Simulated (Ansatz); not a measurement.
In plane-wave PAW PBEsol (Ansatz code), Ga in the α-Ga structure (Cmce) relaxes to a = 4.479 Å, b = 7.596 Å, c = 4.486 Å.

Electronic character: metallic (no gap). Gap from PBEsol with spin–orbit coupling: none (metallic).

An equation-of-state fit gives a bulk modulus of 59.8 GPa. The highest mode at Γ lies at 236 cm^-1.

Symmetry was held in the PBEsol relaxation. As this level gives no gap, phonon frequencies hold no LO–TO term and depend on the k-mesh and smearing (Fermi–Dirac, 0.1 eV here). Axis ratios of metals converge slowly with the k-mesh, so a and c are less sure than the volume. Scalar-relativistic: spin–orbit coupling is off unless named, which matters more the heavier the elements.

Potentials: the earlier of the program's two PAW sets. The files were generated under PBE; for other functionals the program regenerates the frozen cores, and for LDA and PBEsol the local potential too.
